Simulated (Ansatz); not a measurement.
This Ti3Al4Ni structure is the end of a relaxation. The cell was found from a structure generator's guess, not taken from experiment.

Theory: Ansatz, DFT PBE, scalar-relativistic, plane waves, PAW. Cutoff 420 eV, Γ-centred mesh, Gaussian smearing, collinear spin.

```
Ti Al Ni
1.0
     4.00556    0.00000    0.00000
     0.00000    4.00556    0.00000
     0.00000    0.00000    7.64128
Ti Al Ni
3 4 1
Direct
  0.00000 0.00000 0.00000
  0.50000 0.50000 0.50000
  0.50000 0.50000 0.00000
  0.00000 0.50000 0.73596
  0.00000 0.50000 0.26404
  0.50000 0.00000 0.73596
  0.50000 0.00000 0.26404
  0.00000 0.00000 0.50000
```

Formation energies are uncorrected and refer to the elements' standard structures at the same level.

(1) Find its symmetry and describe it.

(2) What is its formation energy per atom?

(3) Is it a metal?

(4) Which magnetic moments does it keep?

## Answers

(1) P4/mmm (No. 123). Conventional cell: a = 4.006 Å, c = 7.641 Å. Ti on its first site has 4 Ti at 2.83 Å and 8 Al at 2.84 Å; Ti on its second site has 8 Al at 2.69 Å and 4 Ni at 2.83 Å; around Al lie 2 Ni at 2.69 Å, 6 Ti at 2.69–2.84 Å and 4 Al at 2.83 Å; around Ni lie 8 Al at 2.69 Å and 4 Ti at 2.83 Å; 1 more site not described.

(2) −0.37 eV/atom.

(3) Yes, bands cross the Fermi level on the 10×10×6 mesh.

(4) 0.18 μB per atom net, the space between the atoms included; by site: Ti 0.4, 0.6, -0.1; Ni 0.3 μB.

The last run used collinear spin, a 10×10×6 mesh (in the run's order of axes) for its 8-atom cell and Gaussian smearing of 0.10 eV. The magnetic state reached may not be the lowest. A structure relaxed within its symmetry needn't be a true minimum. Another cell of Ti3Al4Ni relaxed alike but without spin, in P4/mmm, lies 101 meV/atom lower, so this cell isn't the stable form at this level.
